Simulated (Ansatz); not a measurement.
An ordered 4-atom cell of LiTlSe2 on the zincblende lattice (P-4m2), relaxed with r2SCAN, was run in the PAW code Ansatz under altered settings. All numbers are computed, without spin polarisation but where a row says otherwise.

```
CELL_PARAMETERS angstrom
4.26392 0.00000 0.00000
0.00000 4.26392 0.00000
0.00000 0.00000 5.98025
ATOMIC_POSITIONS crystal
Li 0.00000 0.00000 0.00000
Se 0.00000 0.50000 0.22921
Tl 0.50000 0.50000 0.50000
Se 0.50000 0.00000 0.77079
```

The base run's other keys:
```yaml
kpoints:
  mp_grid: { grid: [4, 4, 2] }
hamiltonian:
  xc: hse06
scf:
  occupations: { method: fixed }
  n_extra_bands: 5
```

It takes 19 iterations with 2123 plane waves at 420 eV and 12 k points, and leaves a mean stress of -0.33 GPa. The gap over this mesh is 1.169 eV. It ran on 4 threads of Arm Neoverse V1, on a shared host.

Outcomes, with energy and stress as changes against the base:
```
                                 setting    outcome  ΔF (meV/atom)  Δ mean stress (GPa)  gap on the mesh (eV)  iterations  wall time
PBE hybrid, exx coeff 0.5, omega 0.3 1/Å  converged              –                 -1.3                 1.656          21       23 s
  PBE hybrid, exx coeff 0.75, unscreened  converged              –                 -3.4                 4.973          24       26 s
       scf.occupations: fermi_dirac 0.05  converged            0.0                  0.0                 1.169          19       20 s
                 basis.ecutrho_ratio: 12  converged            0.0                  0.0                 1.169          19       24 s
```
A dash marks a value that wasn't obtained or can't be compared. Stress is positive in compression. The base took 20 s. The base's mesh is coarse for a hybrid, so its own values aren't converged.

- PBE hybrid, exx coeff 0.5, omega 0.3 1/Å. That is 50 % exact exchange, screened with ω = 0.3 1/Å, against HSE06's 25 % screened at 0.208 1/Å. The mean stress moves by -1.3 GPa and the gap on the mesh by +0.487 eV (to 1.656). Totals of different functionals aren't comparable.
- PBE hybrid, exx coeff 0.75, unscreened. That is 75 % exact exchange, at all ranges, against HSE06's 25 % screened at 0.208 1/Å. The mean stress moves by -3.4 GPa and the gap on the mesh by +3.804 eV (to 4.973). Totals of different functionals aren't comparable.

Within 1 meV an atom, 0.1 GPa and 0.005 eV of the base stay: scf.occupations: fermi_dirac 0.05; basis.ecutrho_ratio: 12.

Spin-orbit coupling is left out; in compounds of Pb, Bi, Tl or Hg it can lower a gap by up to about 1 eV, split its edges or invert the bands.

The stress of a hybrid is loosely converged in these runs.

The meshes of the hybrids are coarse, so their gaps aren't converged to the digits shown.
